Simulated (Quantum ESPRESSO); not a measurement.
```xyz
12
Lattice="5.1540 0.0000 0.0000 0.0000 5.2281 0.0000 -0.8739 0.0000 5.2576" Properties=species:S:1:pos:R:3 pbc="T T T"
Zr     3.0392     5.0077     4.1556
Zr     1.2409     0.2204     1.1020
Zr     0.8040     2.3937     3.7308
Zr     3.4761     2.8344     1.5268
O     -0.3807     0.8694     4.4365
O      4.6608     4.3587     0.8211
O      4.2239     3.4834     3.4499
O      0.0562     1.7447     1.8077
O      2.8196     1.3458     0.1125
O      1.4605     3.8823     5.1451
O      1.8975     3.9599     2.5163
O      2.3827     1.2682     2.7413
```
Geometry: a computed entry of the Materials Project; it was not checked against measured cells. It is ZrO2 in P2₁/c. Stability against distortions was not tested. The run has no spin polarisation.

A lattice sum over point charges, one formal value an element (Zr +4, O -2), with no Sternheimer factor, costs far less than a self-consistent run. Taken along the main axis of each site's self-consistent tensor, it gives:

```json
[
 {"site": "Zr (atoms 1, 2, 3, 4)", "V along that axis, point charges (a.u.)": "0.012"},
 {"site": "O1 (atoms 5, 6, 7, 8)", "V along that axis, point charges (a.u.)": "0.107"},
 {"site": "O2 (atoms 9, 10, 11, 12)", "V along that axis, point charges (a.u.)": "-0.003"}
]
```

### Question
How do the values of a PBE PAW density (pw.x of a modified build of Quantum ESPRESSO, JTH datasets) with the all-electron reconstruction of Petrilli and co-workers compare?

### Answer
```tsv
site	Vzz, PAW (a.u.)	PAW over point charges
Zr	0.561	48
O1	0.105	1.0
O2	0.117	-37
```
Along that axis the sign differs on O2.  Cores are frozen. Against all-electron runs on small test molecules, this scheme's |Vzz| missed by −2 to +6 % on O. Zr had no test against all-electron runs.
